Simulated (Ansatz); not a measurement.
## Antifluorite alloy of Mg2Si and Mg2Sn (12 of 32 Si sites exchanged), 96 atoms

Ansatz, PAW, plane waves. PBEsol relaxation of volume and atoms (shape held) at the single k point (¼, ¼, ¼) without its symmetry partners; single points on the relaxed atoms at the Γ point alone, onto which points of the small cell's zone fold. Arrangement: quasirandom. No spin–orbit coupling unless named.

Relaxed structure:

```cif
data_structure
_symmetry_space_group_name_H-M 'P 1'
_symmetry_Int_Tables_number 1
_cell_length_a 12.9690
_cell_length_b 12.9690
_cell_length_c 12.9690
_cell_angle_alpha 90.000
_cell_angle_beta 90.000
_cell_angle_gamma 90.000
_cell_volume 2181.30
loop_
_atom_site_label
_atom_site_type_symbol
_atom_site_fract_x
_atom_site_fract_y
_atom_site_fract_z
_atom_site_occupancy
Mg1 Mg 0.37545 0.12564 0.13308 1
Mg2 Mg 0.37749 0.11731 0.62456 1
Mg3 Mg 0.37140 0.62261 0.12111 1
Mg4 Mg 0.38459 0.62690 0.62467 1
Mg5 Mg 0.87169 0.12211 0.12106 1
Mg6 Mg 0.86559 0.12463 0.62467 1
Mg7 Mg 0.87519 0.62590 0.12218 1
Mg8 Mg 0.87400 0.62664 0.63576 1
Mg9 Mg 0.12309 0.38461 0.12516 1
Mg10 Mg 0.12540 0.37516 0.62479 1
Mg11 Mg 0.12406 0.87282 0.12204 1
Mg12 Mg 0.12371 0.87362 0.63518 1
Mg13 Mg 0.62577 0.37504 0.12540 1
Mg14 Mg 0.62728 0.37808 0.61986 1
Mg15 Mg 0.63397 0.87421 0.12444 1
Mg16 Mg 0.62165 0.87880 0.62909 1
Mg17 Mg 0.12985 0.12080 0.37047 1
Mg18 Mg 0.12385 0.11472 0.87660 1
Mg19 Mg 0.12496 0.62649 0.36446 1
Mg20 Mg 0.11940 0.63118 0.88074 1
Mg21 Mg 0.62404 0.12796 0.37567 1
Mg22 Mg 0.63340 0.12612 0.87523 1
Mg23 Mg 0.62496 0.61628 0.37483 1
Mg24 Mg 0.62596 0.62554 0.87591 1
Mg25 Mg 0.12313 0.11561 0.12509 1
Mg26 Mg 0.12945 0.11910 0.62868 1
Mg27 Mg 0.12419 0.62680 0.12188 1
Mg28 Mg 0.11850 0.63154 0.63104 1
Mg29 Mg 0.62896 0.13054 0.12850 1
Mg30 Mg 0.62728 0.12196 0.62028 1
Mg31 Mg 0.62923 0.62136 0.12088 1
Mg32 Mg 0.62198 0.62143 0.62897 1
Mg33 Mg 0.38184 0.37788 0.37119 1
Mg34 Mg 0.38098 0.38033 0.88101 1
Mg35 Mg 0.37528 0.88279 0.37554 1
Mg36 Mg 0.37079 0.86978 0.87204 1
Mg37 Mg 0.86476 0.37424 0.37407 1
Mg38 Mg 0.87048 0.37925 0.88041 1
Mg39 Mg 0.87536 0.87522 0.36506 1
Mg40 Mg 0.87541 0.87350 0.87683 1
Mg41 Mg 0.38012 0.37875 0.12888 1
Mg42 Mg 0.38118 0.37953 0.61976 1
Mg43 Mg 0.36590 0.87304 0.12433 1
Mg44 Mg 0.37908 0.87709 0.62852 1
Mg45 Mg 0.87044 0.37902 0.12077 1
Mg46 Mg 0.86494 0.37396 0.62439 1
Mg47 Mg 0.87643 0.87351 0.12173 1
Mg48 Mg 0.87467 0.87408 0.63530 1
Mg49 Mg 0.38091 0.12213 0.37153 1
Mg50 Mg 0.37080 0.12054 0.87073 1
Mg51 Mg 0.37550 0.61725 0.37518 1
Mg52 Mg 0.38014 0.63021 0.87987 1
Mg53 Mg 0.86566 0.12606 0.37486 1
Mg54 Mg 0.87096 0.11995 0.87957 1
Mg55 Mg 0.87384 0.62552 0.36380 1
Mg56 Mg 0.87475 0.62643 0.87721 1
Mg57 Mg 0.13002 0.37845 0.36934 1
Mg58 Mg 0.11886 0.38085 0.88074 1
Mg59 Mg 0.12431 0.87431 0.36503 1
Mg60 Mg 0.12340 0.87210 0.87688 1
Mg61 Mg 0.62382 0.37351 0.37446 1
Mg62 Mg 0.62892 0.37855 0.88001 1
Mg63 Mg 0.62454 0.88400 0.37524 1
Mg64 Mg 0.62959 0.87004 0.87147 1
Si1 Si 0.99833 0.99609 0.99994 1
Si2 Si 0.99687 0.50402 0.00122 1
Si3 Si 0.50130 0.00102 0.50013 1
Si4 Si 0.50298 0.50204 0.00198 1
Si5 Si 0.50295 0.49934 0.49848 1
Si6 Si 0.24812 0.74937 0.99941 1
Si7 Si 0.75028 0.25124 0.00134 1
Si8 Si 0.74547 0.25010 0.49882 1
Si9 Si 0.75176 0.74892 0.99895 1
Si10 Si 0.25020 0.99841 0.24824 1
Si11 Si 0.25009 0.99507 0.75154 1
Si12 Si 0.25172 0.50165 0.24685 1
Si13 Si 0.75005 0.00174 0.24806 1
Si14 Si 0.74973 0.99884 0.75153 1
Si15 Si 0.74847 0.49890 0.24701 1
Si16 Si 0.74835 0.50072 0.75288 1
Si17 Si 0.99966 0.74996 0.24344 1
Si18 Si 0.99769 0.75129 0.75637 1
Si19 Si 0.50266 0.25130 0.25035 1
Si20 Si 0.50184 0.75006 0.75152 1
Sn1 Sn 0.99831 0.99815 0.49991 1
Sn2 Sn 0.99710 0.50189 0.49818 1
Sn3 Sn 0.50114 0.99869 0.00022 1
Sn4 Sn 0.24882 0.25028 0.00246 1
Sn5 Sn 0.25400 0.24879 0.49801 1
Sn6 Sn 0.24985 0.75088 0.49999 1
Sn7 Sn 0.74952 0.75048 0.50026 1
Sn8 Sn 0.25124 0.50438 0.75260 1
Sn9 Sn 0.99766 0.25027 0.24822 1
Sn10 Sn 0.99668 0.24838 0.75228 1
Sn11 Sn 0.50292 0.25055 0.74966 1
Sn12 Sn 0.50050 0.74929 0.24937 1
```

**Question.** What are the mean bond lengths by pair (pairs within 1.2 times the sum of covalent radii, less contacts 15 % beyond the pair's median; cation–cation pairs of compounds aside; long ionic contacts are cut short by that bound)?

**Answer.** Mg–Mg 3.222 ± 0.070 Å (standard deviation, 174 bonds); Mg–Si 2.770 ± 0.025 Å (standard deviation, 160 bonds); Mg–Sn 2.873 ± 0.013 Å (standard deviation, 96 bonds).

**Question.** What gap lies between the top filled and the lowest empty level in the single points?

**Answer.** HSE06 0.39 eV (46 s on NVIDIA GB200).
